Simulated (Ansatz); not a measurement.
Here is the system:

TiAl₃:
```
TiAl3
1.0
    2.78527     0.00000     0.00000
    0.00000     4.67073     0.00000
    0.00000     0.00000     4.90524
Ti Al
1 3
Direct
  0.00000   0.50000   0.16367
  0.50000   0.50000   0.66394
  0.50000   0.00000   0.33367
  0.00000   0.00000   0.83872
```

This is the r²SCAN-relaxed structure.

**Question.** All from r²SCAN in the plane-wave PAW code Ansatz, unless another level is named. Give the formation energy from the elements (no fitted shifts).

**Answer.** -25 kJ/mol of atoms.

**Question.** And the density of states at the Fermi level?

**Answer.** 0.64 states/eV per atom (mean over ±0.08 eV).

Space group Pmm2. The workflow started from a Materials Project entry (that database holds measured and hypothetical structures alike); the Crystallography Open Database copy checked does not list it. With Ti and Al taken as one species the cell has the higher symmetry P6_3/mmc, so it may be an ordered model of a mixed-site phase. Its standing as an ambient phase is unchecked. The r²SCAN relaxation kept the symmetry of its start; its stability against distortions is not shown here. The run is not spin-polarised. The references are the lowest solids computed at this level, not always the standard phases.

Potentials: the later of the program's two PAW sets.
